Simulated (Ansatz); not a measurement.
Calculation for S (diamond type): DFT, PBEsol, norm-conserving pseudopotentials, Ansatz's default files, scalar-relativistic (Ansatz 0.2.0). This run: the series' base cell.

The cell comes from a relaxation on PAW files under the same functional, begun from a prototype that needn't be the stable phase.

Command: `ansatz run input.yaml --threads 1 --pin off --max-ram 2048MiB --backend cpu --events-out ev --progress --plain --runs-dir out` It took 5 s on 1 thread of Arm Neoverse V1 (shared host), peak memory 0.32 GiB.

```yaml
crystal:
  lattice:
    - [0.0, 2.8407323546, 2.8407323546]
    - [2.8407323546, 0.0, 2.8407323546]
    - [2.8407323546, 2.8407323546, 0.0]
  atoms:
    - { symbol: S, position: [-0.125, -0.125, -0.125] }
    - { symbol: S, position: [0.125, 0.125, 0.125] }
kpoints:
  mp_grid: { grid: [13, 13, 13] }
scf:
  occupations: { method: fermi_dirac, width: 0.05 }
hamiltonian:
  xc: pbesol
  pseudopotentials: { kind: nc }
output:
  forces: true
  stress: true
  eigenvalues: true
```

Output:

```
Engine: ansatz 0.2.0
Pseudopotentials: kind: nc
Pseudopotential: S, nc, valence charge 6, recommended cutoff 707.496042 eV (normal), S.nc.azcp (PseudoDojo's, or run here from an input of PseudoDojo's: the run reads no file of this project's for it)
Functional definition: PBEsol
  exchange = pbesol_x
  correlation = pbesol_c
Crystal: 2 atoms, lattice volume = 45.848 Å³
Basis set: ecut = 707.496042 eV, 1917 PW (Γ), exchange–correlation on 72×72×72 points (8 copies of the dense FFT grid, shifted against one another)
Bands: 10, of which v1, the nominal top of the filled ones, is band 6 counted from 1 (5 counted from 0)
Symmetry: 48 space group operations
Space group: Fd-3m (ITA 227), of the structure as read, at distance tolerance 3.6e-5 Å
k-points: 84 of 2197
Non-local potential: S, projectors of the file, l = 0: 2, l = 1: 2, l = 2: 2
Initial density: superposition of atomic densities (chi_scale 0.1, normalization cell)
Initial wavefunctions: pseudopotential atomic-orbital guess
Functional: x = pbesol(κ = 0.804, μ = 0.12345679012345678), c = pbesol(β = 0.046)
SCF iter   1: F=—  HF=-597.757266 eV  |F-HF|=—  |Δ(HF+E_count)|=         —  Δρ=1.01e-2  dr2=2.97e-2  ethr=3.10e-3  ⟨swp⟩=8.6  Hψ=7501  notcnv=0
preconditioner: auto → none  [metal: Δε(μ)=0.007 eV  Ē_g=10.711 eV  σ=0.050 eV  W_gap=0.03  n_scr=8 (ndim 8)  ℏωp=19.0 eV  f_vac=0.000  D(μ)=2.10/eV (n_scr^D=14)  sad-step TF]
SCF iter   2: F=—  HF=-597.752825 eV  |F-HF|=—  |Δ(HF+E_count)|=   4.44e-3  Δρ=6.28e-3  dr2=1.21e-2  ethr=2.47e-4  ⟨swp⟩=1.4  Hψ=1585  notcnv=0
SCF iter   3: F=—  HF=-597.749983 eV  |F-HF|=—  |Δ(HF+E_count)|=   2.84e-3  Δρ=6.90e-4  dr2=1.16e-4  ethr=1.01e-4  ⟨swp⟩=2.0  Hψ=1104  notcnv=0
SCF iter   4: F=—  HF=-597.750015 eV  |F-HF|=—  |Δ(HF+E_count)|=   3.14e-5  Δρ=2.10e-4  dr2=7.13e-6  ethr=9.70e-7  ⟨swp⟩=2.6  Hψ=1385  notcnv=0
SCF iter   5: F=—  HF=-597.750020 eV  |F-HF|=—  |Δ(HF+E_count)|=   4.76e-6  Δρ=8.79e-5  dr2=1.95e-6  ethr=5.94e-8  ⟨swp⟩=2.3  Hψ=1327  notcnv=0
SCF iter   6: F=—  HF=-597.750019 eV  |F-HF|=—  |Δ(HF+E_count)|=   5.53e-7  Δρ=2.60e-5  dr2=1.70e-7  ethr=1.63e-8  ⟨swp⟩=1.0  Hψ=840  notcnv=0
SCF iter   7: F=-597.750019 eV  HF=-597.750019 eV  |F-HF|=4.96e-10  |Δ(HF+E_count)|=   4.76e-8  Δρ=2.23e-6  dr2=1.40e-9  ethr=8.33e-10  ⟨swp⟩=5.4  Hψ=3480  notcnv=0
SCF 1 converged in 7 iterations: F = -597.750019 eV  dr2 = 1.40e-9
SCF converged after 7 iterations
Free energy (F): -597.750019 eV
Harris-Foulkes:  -597.750019 eV  (|F-HF|=4.96e-10)
Internal energy: -597.732950 eV  (E = F + TS)
E sigma→0 (E₀):  -597.741485 eV
Entropy (-TS):   -0.017069 eV (-8.534 meV/atom)
Fermi energy:    5.066020 eV
--- Per-component energies (eV) ---
  E_band       = -20.939795
  E_kinetic    = 204.308434
  E_local      = -304.355303  (includes V_loc(G=0)·N_el)
  E_nonlocal   = 84.026222
  E_hartree    = 77.845402
  E_xc         = -168.056393
  E_vxc        = -160.609697  (∫ρ·V_xc dr)
  E_ewald      = -491.501311
  E_smearing   = -0.017069  (= −TS)
  E_closure    = 0.000000  (closes the sum)
  Σ components = -597.750019   (vs F -597.750019, Δ=0.00e0)
--- Forces (eV/Å), atoms counted from 1 ---
  atom   1  S      0.00000000     0.00000000     0.00000000
  atom   2  S     -0.00000000    -0.00000000     0.00000000
  max |Σ_I F_I| component: 1.85e-16 eV/Å
--- Stress (GPa, compression-positive) ---
        0.024991      -0.000000       0.000000
       -0.000000       0.024991      -0.000000
        0.000000      -0.000000       0.024991
  P = ⅓ Tr σ = 0.0250 GPa (0.250 kbar)
--- Band table (eV; the first three rows and the last of 84) ---
  k-point 0: bands = ["-11.0910", "-3.7509", "1.0160", "1.0160", "1.0160", "4.0482", "4.0482", "4.0482", "10.4420", "12.6100"]
  k-point 1: bands = ["-11.0391", "-3.9445", "0.9507", "0.9507", "1.0505", "4.1465", "4.1465", "4.1499", "10.6515", "12.4546"]
  k-point 2: bands = ["-10.8867", "-4.4480", "0.7883", "0.7883", "1.0744", "4.3958", "4.3958", "4.5000", "11.1821", "12.1937"]
  k-point 83: bands = ["-8.6445", "-8.0980", "-1.1405", "-0.8901", "3.8139", "4.3144", "6.5470", "6.6664", "10.9811", "11.4259"]
```

Next run (volume at 0.68 of the series' base cell), as changes to the input before:

```diff
   lattice:
-    - [0.0, 2.8407323546, 2.8407323546]
-    - [2.8407323546, 0.0, 2.8407323546]
-    - [2.8407323546, 2.8407323546, 0.0]
+    - [0.0, 2.4980432615, 2.4980432615]
+    - [2.4980432615, 0.0, 2.4980432615]
+    - [2.4980432615, 2.4980432615, 0.0]
   atoms:
```

Results part of the output:

```
SCF 1 converged in 6 iterations: F = -596.542535 eV  dr2 = 1.70e-9
SCF converged after 6 iterations
Free energy (F): -596.542535 eV
Harris-Foulkes:  -596.542535 eV  (|F-HF|=3.49e-10)
Internal energy: -596.531011 eV  (E = F + TS)
E sigma→0 (E₀):  -596.536773 eV
Entropy (-TS):   -0.011524 eV (-5.762 meV/atom)
Fermi energy:    10.239275 eV
--- Per-component energies (eV) ---
  E_band       = 23.837864
  E_kinetic    = 220.483645
  E_local      = -223.593280  (includes V_loc(G=0)·N_el)
  E_nonlocal   = 83.867634
  E_hartree    = 55.947810
  E_xc         = -174.309879
  E_vxc        = -168.815640  (∫ρ·V_xc dr)
  E_ewald      = -558.926941
  E_smearing   = -0.011524  (= −TS)
  E_closure    = 0.000000  (closes the sum)
  Σ components = -596.542535   (vs F -596.542535, Δ=0.00e0)
--- Forces (eV/Å), atoms counted from 1 ---
  atom   1  S      0.00000000     0.00000000    -0.00000000
  atom   2  S     -0.00000000     0.00000000     0.00000000
  max |Σ_I F_I| component: 4.07e-16 eV/Å
--- Stress (GPa, compression-positive) ---
       34.393220       0.000000      -0.000000
        0.000000      34.393220      -0.000000
       -0.000000       0.000000      34.393220
  P = ⅓ Tr σ = 34.3932 GPa (343.932 kbar)
--- Band table (eV; the first three rows and the last of 84) ---
  k-point 0: bands = ["-9.4303", "3.9441", "4.6195", "4.6195", "4.6195", "8.5524", "8.5524", "8.5524", "16.1922", "16.8840"]
  k-point 1: bands = ["-9.3516", "2.7828", "4.5194", "4.5194", "5.4913", "8.7084", "8.7084", "8.7583", "16.4888", "16.6868"]
  k-point 2: bands = ["-9.1189", "1.2840", "4.2761", "4.2761", "6.0191", "9.0924", "9.0924", "9.5432", "16.3575", "16.3575"]
  k-point 83: bands = ["-5.6179", "-4.7946", "1.2432", "1.6471", "9.7686", "10.1217", "11.4551", "12.2071", "16.4609", "17.5859"]
```

Next run (volume at 0.45 of the series' base cell), as changes to the input before:

```diff
   lattice:
-    - [0.0, 2.4980432615, 2.4980432615]
-    - [2.4980432615, 0.0, 2.4980432615]
-    - [2.4980432615, 2.4980432615, 0.0]
+    - [0.0, 2.1768799982, 2.1768799982]
+    - [2.1768799982, 0.0, 2.1768799982]
+    - [2.1768799982, 2.1768799982, 0.0]
   atoms:
```

Command: `ansatz run input.yaml --threads 1 --pin off --max-ram 2048MiB --backend cpu --events-out ev --progress --plain --runs-dir out` It took 2.7 s on 1 thread of Arm Neoverse V1, with other jobs on the host, peak memory 0.27 GiB.

Results part of the output:

```
SCF 1 converged in 6 iterations: F = -591.951247 eV  dr2 = 9.57e-11
SCF converged after 6 iterations
Free energy (F): -591.951247 eV
Harris-Foulkes:  -591.951247 eV  (|F-HF|=4.43e-12)
Internal energy: -591.941812 eV  (E = F + TS)
E sigma→0 (E₀):  -591.946530 eV
Entropy (-TS):   -0.009436 eV (-4.718 meV/atom)
Fermi energy:    17.561975 eV
--- Per-component energies (eV) ---
  E_band       = 88.612375
  E_kinetic    = 252.889049
  E_local      = -135.447439  (includes V_loc(G=0)·N_el)
  E_nonlocal   = 79.566567
  E_hartree    = 36.659425
  E_xc         = -184.221888
  E_vxc        = -181.714637  (∫ρ·V_xc dr)
  E_ewald      = -641.387527
  E_smearing   = -0.009436  (= −TS)
  E_closure    = 0.000000  (closes the sum)
  Σ components = -591.951247   (vs F -591.951247, Δ=0.00e0)
--- Forces (eV/Å), atoms counted from 1 ---
  atom   1  S      0.00000000     0.00000000    -0.00000000
  atom   2  S      0.00000000    -0.00000000     0.00000000
  max |Σ_I F_I| component: 0.00e0 eV/Å
--- Stress (GPa, compression-positive) ---
      125.582925       0.000000       0.000000
       -0.000000     125.582925       0.000000
       -0.000000       0.000000     125.582925
  P = ⅓ Tr σ = 125.5829 GPa (1255.829 kbar)
--- Band table (eV; the first three rows and the last of 84) ---
  k-point 0: bands = ["-6.9045", "10.2816", "10.2816", "10.2816", "15.0449", "15.0449", "15.0449", "16.3231", "23.1336", "23.1336"]
  k-point 1: bands = ["-6.7901", "9.3498", "10.1322", "10.1322", "15.1448", "15.2805", "15.2805", "17.0222", "22.8771", "22.8771"]
  k-point 2: bands = ["-6.4505", "7.4792", "9.7803", "9.7803", "14.9254", "15.8294", "15.8294", "18.7876", "22.4559", "22.4559"]
  k-point 83: bands = ["-1.2106", "-0.0747", "5.0385", "5.6745", "17.5071", "17.6006", "18.4535", "20.1152", "25.4082", "27.1465"]
```

The norm-conserving files are those that the library serves for this functional. The structure type is held throughout; the real material can change phase at far lower pressure.
